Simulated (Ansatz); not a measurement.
Co at a changed volume: Contact hyperfine fields

Cell: a structure deposited in the COD, relaxed with PBE at fixed cell and then changed (volume scaled by 1.04, ions relaxed).

```
Co
1.0
     2.53837    0.00000    0.00000
    -1.26918    2.19829    0.00000
     0.00000    0.00000    4.14311
Co
2
Direct
  0.33333 0.66667 0.25000
  0.66667 0.33333 0.75000
```

Atoms are numbered from 1 in the order listed; like atoms form one site, named after its first atom.

Method: Kohn–Sham DFT in Ansatz, PBE, plane waves and PAW, scalar-relativistic, collinear spin, 420 eV cutoff, Γ-centred 21×21×11 k-points, Fermi–Dirac smearing 0.05 eV. Start moments as typed (μB): 2 on each Co.

B_c = (2μ₀/3)μB(ρ↑ − ρ↓), with the spin density averaged over the Thomson radius around the nucleus, 7.77 T per e/Å³, positive along the up direction of the run. The valence column is what the valence and semicore waves of the PAW files give as listed; the rest comes from solving these waves and the inner shells again in each spin's potential.

(1) Give the site moments and the Fermi-contact fields.

Results:

(1) The cell's net moment is 3.35 μB; the site moments, counted in spheres around the atoms, add up to 3.51 μB, and the difference lies between the spheres. One atom of each set is listed.

```
site  atom  m (μB)  B_c (T)  valence column (T)  rest (T)
  Co     1    1.76    -26.1                 9.6     -35.7
```

On Co the field amounts to -14.9 T per μB of the site's moment: core polarisation sets it against the moment.

At this changed cell the PBE pressure is -11 GPa. The run finds no gap above 0.1 eV, so moments and fields hang on the k-mesh and the smearing. Semilocal functionals underestimate the core's part of the field; in a metal the conduction electrons' part and a positive orbital field can offset that, so a measured field can be larger or smaller. Orbital and dipolar fields are left out.
